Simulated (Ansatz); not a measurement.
CrRh3 (Pm-3m): total moment held at 0.72 μB

Theory: DFT, LDA, all-electron LAPW, scalar-relativistic in Ansatz.

Command: `ansatz run input.yaml --threads 2 --pin off --max-ram 6144MiB --backend cpu --events-out ev --progress --plain --runs-dir out`

```yaml
crystal:
  lattice:
    - [3.7905530633, 0.0, 0.0]
    - [0.0, 3.7905530633, 0.0]
    - [0.0, 0.0, 3.7905530633]
  atoms:
    - { symbol: Cr, position: [0.0, 0.0, 0.0], spin: 0.992 }
    - { symbol: Rh, position: [0.0, 0.5, 0.5], spin: -0.091 }
    - { symbol: Rh, position: [0.5, 0.5, 0.0], spin: -0.091 }
    - { symbol: Rh, position: [0.5, 0.0, 0.5], spin: -0.09 }
magnetization:
  spin_polarized: true
  initial_magnetization: 0.72
  spin_locking: { lock_magnetization: hard }
kpoints:
  mp_grid: { grid: [8, 8, 8] }
scf:
  occupations: { method: fermi_dirac, width: 0.05 }
  lower_state_search: "off"
hamiltonian:
  xc: lda
  pseudopotentials: { kind: all_electron, lapw: { basis_error: 0.001 } }
output:
  forces: true
  stress: true
  eigenvalues: false
```

Output:

```
settings of this run that can trade accuracy for cost: output.eigenvalues: false. Do not mix this run's numbers with those of runs without the same settings; the input reference describes each key
LAPW: plane waves up to 8.549 Å⁻¹, error target 1.0e-3 eV per atom; small_component_spin mean_spin; Cr in spheres of 1.340 Å, 14 of its electrons in bands, Dirac shells []; Rh in spheres of 1.340 Å, 27 of its electrons in bands, Dirac shells [] (how accurate: hamiltonian.pseudopotentials.lapw.basis_error, Limitations)
Engine: ansatz 0.2.0
Pseudopotentials: kind: all_electron
Pseudopotential: Cr, LAPW, valence charge 14, lapw/all_electron/scalar/gaussian/Cr, Koelling and Harmon's equation, gaussian nucleus
Pseudopotential: Rh, LAPW, valence charge 27, lapw/all_electron/scalar/gaussian/Rh, Koelling and Harmon's equation, gaussian nucleus
Functional definition: SPW92
  exchange = slater_x
  correlation = pw_c
Crystal: 4 atoms, lattice volume = 54.464 Å³
Basis set: ecut = 278.4642844546043 eV, 587 PW (Γ), exchange–correlation at level 2
Bands: 58, of which v1, the nominal top of the filled ones, is band 48 counted from 1 (47 counted from 0)
Symmetry: 16 space group operations
Space group: P4/mmm (ITA 123), of the structure as read, at distance tolerance 3.8e-5 Å
Magnetic group: BNS 123.339 (UNI 999), of the structure as read, at distance tolerance 3.8e-5 Å
k-points: 75 of 512
Non-local potential: Cr, projectors of the file, none
Non-local potential: Rh, projectors of the file, none
Initial density: superposition of atomic densities (chi_scale 0.1, normalization cell, long waves kept (reshape's long-wave potential 0.00 eV rms))
Starting moments: Σ|m| = 1.264 μB on 4 of 4 sites
Initial wavefunctions: plane waves of lowest kinetic energy (no species holds an atomic orbital)
Functional: x = slater, c = lda
iter 1 solved again at ethr=1.13e-2 eV; its pass at ethr=1.00e-1 eV (dr2=1.07e1 eV) is discarded
SCF iter   1: F=—  HF=-418735.967416 eV  |F-HF|=—  |Δ(HF+E_count)|=         —  Δρ=6.24e-2 (↑6.24e-2 ↓3.91e-2)  dr2=1.07e1  dr2_m=8.54e-2  M=0.720 μB ∫|m|=0.755 μB  β_m=0.30  ethr=1.13e-2  ⟨swp⟩=2.0  Hψ=56310  notcnv=0
preconditioner: auto → Kerker (q_TF=auto, 2.993 Å⁻¹)  [metal: Δε(μ)=0.031 eV  Ē_g=8.069 eV  σ=0.050 eV  W_gap=0.16  n_scr=26 (ndim 8)  ℏωp=28.9 eV  f_vac=0.000  D(μ)=1.83/eV (n_scr^D=18)]
spin=Collinear: Kerker preconditioning applied to the charge; magnetization (m = ρ↑ − ρ↓) channel mixes plain (no charge-response kernel on spin).
SCF iter   2: F=—  HF=-418745.871459 eV  |F-HF|=—  |Δ(HF+E_count)|=    9.90e0  Δρ=1.32e-1 (↑1.07e-1 ↓1.32e-1)  dr2=6.85e1  dr2_m=7.88e-2  M=0.720 μB ∫|m|=0.720 μB  β_m=0.14  ethr=1.13e-2  ⟨swp⟩=2.4  Hψ=24652  notcnv=0  recentre
SCF iter   3: F=—  HF=-418732.709216 eV  |F-HF|=—  |Δ(HF+E_count)|=    1.32e1  Δρ=3.59e-2 (↑3.59e-2 ↓2.88e-2)  dr2=4.21e0  dr2_m=9.04e-3  M=0.720 μB ∫|m|=0.792 μB  β_m=0.14  ethr=1.13e-2  ⟨swp⟩=2.1  Hψ=24182  notcnv=0
SCF iter   4: F=—  HF=-418731.183420 eV  |F-HF|=—  |Δ(HF+E_count)|=    1.53e0  Δρ=1.51e-2 (↑1.51e-2 ↓9.88e-3)  dr2=4.77e-1  dr2_m=9.91e-3  M=0.720 μB ∫|m|=1.088 μB  β_m=0.33  ethr=4.43e-3  ⟨swp⟩=2.0  Hψ=24568  notcnv=0
SCF iter   5: F=—  HF=-418731.011053 eV  |F-HF|=—  |Δ(HF+E_count)|=         —  Δρ=8.00e-3 (↑4.03e-3 ↓8.00e-3)  dr2=6.24e-2  dr2_m=7.10e-3  M=0.720 μB ∫|m|=1.258 μB  β_m=0.43  ethr=5.02e-4  ⟨swp⟩=2.0  Hψ=26165  notcnv=0
the basis was enlarged: its passes take 1.6 MiB over the memory plan, 2 of 2 planned eigensolver slots
SCF iter   6: F=—  HF=-418731.065457 eV  |F-HF|=—  |Δ(HF+E_count)|=   5.44e-2  Δρ=1.20e-2 (↑8.20e-3 ↓1.20e-2)  dr2=4.61e-1  dr2_m=1.98e-3  M=0.720 μB ∫|m|=1.289 μB  β_m=0.43  ethr=6.57e-5  ⟨swp⟩=2.0  Hψ=25538  notcnv=0  recentre
SCF iter   7: F=—  HF=-418731.001902 eV  |F-HF|=—  |Δ(HF+E_count)|=   6.36e-2  Δρ=4.65e-3 (↑4.65e-3 ↓3.14e-3)  dr2=9.42e-3  dr2_m=6.09e-3  M=0.720 μB ∫|m|=1.516 μB  β_m=0.65  ethr=6.57e-5  ⟨swp⟩=2.0  Hψ=24203  notcnv=0
SCF iter   8: F=—  HF=-418731.053746 eV  |F-HF|=—  |Δ(HF+E_count)|=   5.18e-2  Δρ=7.94e-3 (↑6.31e-3 ↓7.94e-3)  dr2=2.51e-1  dr2_m=3.74e-4  M=0.720 μB ∫|m|=1.667 μB  β_m=0.43  ethr=9.92e-6  ⟨swp⟩=2.3  Hψ=25670  notcnv=0  recentre
SCF iter   9: F=—  HF=-418731.010867 eV  |F-HF|=—  |Δ(HF+E_count)|=   4.29e-2  Δρ=2.94e-3 (↑2.94e-3 ↓2.62e-3)  dr2=1.71e-3  dr2_m=3.45e-3  M=0.720 μB ∫|m|=1.687 μB  β_m=0.23  ethr=9.92e-6  ⟨swp⟩=2.0  Hψ=24567  notcnv=0
SCF iter  10: F=—  HF=-418731.026466 eV  |F-HF|=—  |Δ(HF+E_count)|=   1.56e-2  Δρ=4.86e-3 (↑2.43e-3 ↓4.86e-3)  dr2=6.33e-2  dr2_m=8.39e-4  M=0.720 μB ∫|m|=1.785 μB  β_m=0.08  ethr=1.80e-6  ⟨swp⟩=2.4  Hψ=25554  notcnv=0  defer=1  recentre
SCF iter  11: F=—  HF=-418731.020274 eV  |F-HF|=—  |Δ(HF+E_count)|=   6.19e-3  Δρ=2.78e-3 (↑1.43e-3 ↓2.78e-3)  dr2=3.27e-3  dr2_m=1.95e-3  M=0.720 μB ∫|m|=1.788 μB  β_m=0.25  ethr=1.80e-6  ⟨swp⟩=2.1  Hψ=25432  notcnv=0
SCF iter  12: F=—  HF=-418731.021827 eV  |F-HF|=—  |Δ(HF+E_count)|=   1.55e-3  Δρ=7.31e-4 (↑7.31e-4 ↓6.33e-4)  dr2=9.74e-4  dr2_m=3.52e-5  M=0.720 μB ∫|m|=2.192 μB  β_m=0.42  ethr=1.80e-6  ⟨swp⟩=2.9  Hψ=25714  notcnv=0
SCF iter  13: F=—  HF=-418731.021869 eV  |F-HF|=—  |Δ(HF+E_count)|=   4.15e-5  Δρ=5.07e-4 (↑4.88e-4 ↓5.07e-4)  dr2=4.99e-4  dr2_m=3.50e-6  M=0.720 μB ∫|m|=2.230 μB  β_m=0.71  ethr=1.03e-6  ⟨swp⟩=2.0  Hψ=23348  notcnv=0
iter 14 solved again at ethr=4.42e-8 eV; its pass at ethr=5.26e-7 eV (dr2=4.20e-5 eV) is discarded
SCF iter  14: F=—  HF=-418731.021984 eV  |F-HF|=—  |Δ(HF+E_count)|=   1.15e-4  Δρ=1.62e-4 (↑1.17e-4 ↓1.62e-4)  dr2=4.20e-5  dr2_m=1.54e-6  M=0.720 μB ∫|m|=2.221 μB  β_m=0.75  ethr=4.42e-8  ⟨swp⟩=2.0  Hψ=43049  notcnv=0
SCF iter  15: F=—  HF=-418731.021980 eV  |F-HF|=—  |Δ(HF+E_count)|=   3.99e-6  Δρ=9.30e-5 (↑9.30e-5 ↓8.95e-5)  dr2=3.18e-5  dr2_m=1.33e-7  M=0.720 μB ∫|m|=2.235 μB  β_m=0.67  ethr=4.42e-8  ⟨swp⟩=2.0  Hψ=25410  notcnv=0
SCF iter  16: F=—  HF=-418731.021979 eV  |F-HF|=—  |Δ(HF+E_count)|=   6.44e-7  Δρ=1.12e-4 (↑1.12e-4 ↓9.71e-5)  dr2=5.59e-5  dr2_m=6.86e-8  M=0.720 μB ∫|m|=2.237 μB  β_m=0.46  ethr=3.35e-8  ⟨swp⟩=2.0  Hψ=25410  notcnv=0
SCF iter  17: F=—  HF=-418731.021972 eV  |F-HF|=—  |Δ(HF+E_count)|=   7.30e-6  Δρ=5.14e-5 (↑5.14e-5 ↓5.13e-5)  dr2=1.39e-5  dr2_m=1.09e-8  M=0.720 μB ∫|m|=2.236 μB  β_m=0.48  ethr=3.35e-8  ⟨swp⟩=2.0  Hψ=25181  notcnv=0
SCF iter  18: F=—  HF=-418731.021971 eV  |F-HF|=—  |Δ(HF+E_count)|=   8.59e-7  Δρ=1.90e-5 (↑1.61e-5 ↓1.90e-5)  dr2=8.43e-7  dr2_m=3.20e-9  M=0.720 μB ∫|m|=2.233 μB  β_m=0.45  ethr=1.46e-8  ⟨swp⟩=2.0  Hψ=25410  notcnv=0
SCF iter  19: F=—  HF=-418731.021971 eV  |F-HF|=—  |Δ(HF+E_count)|=   2.45e-7  Δρ=7.37e-6 (↑7.37e-6 ↓5.44e-6)  dr2=1.54e-7  dr2_m=2.11e-9  M=0.720 μB ∫|m|=2.234 μB  β_m=0.53  ethr=8.88e-10  ⟨swp⟩=2.0  Hψ=25410  notcnv=0
SCF iter  20: F=-418731.021971 eV  HF=-418731.021971 eV  |F-HF|=5.08e-8  |Δ(HF+E_count)|=   7.22e-9  Δρ=3.07e-6 (↑3.07e-6 ↓3.05e-6)  dr2=1.74e-8  dr2_m=6.65e-11  M=0.720 μB ∫|m|=2.234 μB  ethr=1.62e-10  ⟨swp⟩=2.0  Hψ=25410  notcnv=0
SCF 1 converged in 20 iterations: F = -418731.021971 eV  dr2 = 1.74e-8
SCF converged after 20 iterations
Stability checked in part: among states of this total moment the steps that led to this state did not find it unstable. No probe was made; neither looks for a lower state of another moment (fixed_total_moment; see scf.lower_state_search)
Magnetization: 0.7200 μB (47.8600 up, 47.1400 down)
Absolute magnetization: 2.2341 μB (∫|ρ↑−ρ↓|)
Spin contamination: 0.3957 ħ² per cell (⟨S²⟩ above its minimum at these occupations)
Per-site moments (μB) at R_I (Å): [(1.4439817497945864, 1.3401628677834516), (-0.24446225104180286, 1.3401628677834518), (-0.24446225104180286, 1.3401628677834518), (-0.24445740520879156, 1.3401628677834518)]
Free energy (F): -418731.021971 eV
Harris-Foulkes:  -418731.021971 eV  (|F-HF|=5.08e-8)
Internal energy: -418730.987358 eV  (E = F + TS)
E sigma→0 (E₀):  -418731.004664 eV
Entropy (-TS):   -0.034612 eV (-8.653 meV/atom)
Fermi energy:    22.422055 (↑ 22.313768, ↓ 22.530343) eV
--- Per-component energies (eV) ---
  E_band       = -8587.495995
  E_kinetic    = 435201.410000
  E_xc         = -12234.448413
  E_electrostatic = -841697.948946  (all electrons and nuclei)
  E_smearing   = -0.034612  (= −TS)
  E_closure    = 0.000000  (closes the sum)
  E_atoms      = -418693.979555  (free atoms, spherical and without spin; not in F)
  Σ components = -418731.021971   (vs F -418731.021971, Δ=0.00e0)
  Basis errors (estimates in eV, not in F): energy 2.1e-4 per atom: plane waves 1.3e-4 (9.7e-5 summed), levels above the bands 1.7e-74, relativity 3.7e-9, radial functions 7.3e-5, core shells 3.5e-7; eigenvalues (radial functions only) 1.1e-6; not estimated: angular momenta, meshes, grids; target (lapw.basis_error) 1.0e-3; muffin-tin radii Cr 1.340 Å, Rh 1.340 Å
--- Forces (eV/Å), atoms counted from 1 ---
  atom   1  Cr     0.00000000     0.00000000     0.00000000
  atom   2  Rh     0.00000000     0.00000000     0.00000000
  atom   3  Rh    -0.00000000     0.00000000     0.00000000
  atom   4  Rh     0.00000000     0.00000000     0.00000000
  max |Σ_I F_I| component: 1.43e-30 eV/Å
--- Stress (GPa, compression-positive) ---
      -17.199663       0.000000       0.000000
        0.000000     -17.199684       0.000000
        0.000000       0.000000     -17.199663
  P = ⅓ Tr σ = -17.1997 GPa (-171.997 kbar)
settings of this run that can trade accuracy for cost: output.eigenvalues: false. Do not mix this run's numbers with those of runs without the same settings; the input reference describes each key
```

The log's space group differs from the title's, since the program also counts the typed moments and uses a tighter tolerance.

Site moments (μB): Cr1 1.44, Rh2 -0.24, Rh3 -0.24, Rh4 -0.24. Cell moment 0.72 μB.

The magnetic group in the log treats spin as a scalar label, without spin–orbit coupling.

The Ansatz runs typed with the search for lower states off end where their start leads. These are results for the start and cell typed. The real compound can order otherwise, in a larger cell, or not at all, since semilocal functionals without spin fluctuations often overstate magnetism; near a collapse of the moment, mesh and smearing move it by tens of per cent.

It took 3 min on 2 threads of Arm Neoverse V1, on a shared host, peak memory 1.3 GiB.
